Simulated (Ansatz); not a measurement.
Space group Im-3m (No. 229). a = 8.937 Å, b = 8.937 Å, c = 8.937 Å, α = 90.00°, β = 90.00°, γ = 90.00°
```csv
atom,site,symmetry,x,y,z
Si,12d,-4m.2,0.2500,0.5000,0.0000
O,24h,m.m2,0.1477,0.5000,0.8523
```

Equation of state of this SiO2 structure (not necessarily the ground state), with shape and atoms relaxed at each volume where symmetry leaves them free. Theory: DFT r2SCAN, scalar-relativistic, plane waves, PAW (Ansatz).

Cutoff 500 eV; k points 4×4×4 on the computed 18-atom cell (Γ-centred); Gaussian smearing, width 0.02 eV; no spin polarisation.

```tsv
V (Å³/atom)	E − E(largest V) (meV/atom)	P (GPa)	gap on mesh (eV)
17.451	55.86	16.73	6.07
18.046	2.61	12.00	6.17
18.641	-33.68	7.62	6.23
19.236	-54.42	3.63	6.25
19.830	-61.12	0.04	6.24
20.425	-55.21	-3.16	6.19
21.020	-38.09	-6.01	6.11
21.813	0.00	-9.29	5.94
```

**Question.** Fit a third-order Birch–Murnaghan equation to E(V).

**Answer.** V0 = 19.84 Å³/atom, B0 = 112 GPa, B0' = 2.6.

The gaps are read on the mesh, which can miss the band edges, so they can be too wide.

This form isn't the usual stable structure of the compound.

Cost: 8 runs of about 14 core-minutes in all, on Oxide Virtual Turin-like Processor (Zen 5) (shared hosts).